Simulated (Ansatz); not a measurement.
Values for one crystal, relaxed and computed with plane-wave PAW r²SCAN (Ansatz code); other levels are named.

| Item | Result |
|---|---|
| Volume per atom | 22.20 Å³ |
| Electronic character | metallic (no gap) |
| Formation energy from the elements (no fitted shifts) | -0.75 eV/atom |
| Density of states at the Fermi level | 0.87 states/eV per atom (mean over ±0.08 eV) |

Problem. Which compound is it?
(A) LaGeRu, P4/nmm (La on 2c, Ge on 2c, Ru on 2a)
(B) HfGeS, P4/nmm (Hf on 2c, Ge on 2a, S on 2c)
(C) MgAl2Ge2, P-3m1 (Mg on 1a, Al on 2d, Ge on 2d)
(D) ZrGeS, P4/nmm (Zr on 2c, Ge on 2a, S on 2c)

Solution. A, LaGeRu, P4/nmm (La on 2c, Ge on 2c, Ru on 2a)

The workflow started from a Materials Project entry (that database holds measured and hypothetical structures alike); the Crystallography Open Database copy checked does not list it. Its standing as an ambient phase is unchecked. Symmetry was held in the r²SCAN relaxation; its stability against distortions is not shown here. The run is not spin-polarised. The references are the lowest solids computed at this level, not always the standard phases. Spin–orbit coupling is left out wherever it is not named.

Potentials: the later of the program's two PAW sets.
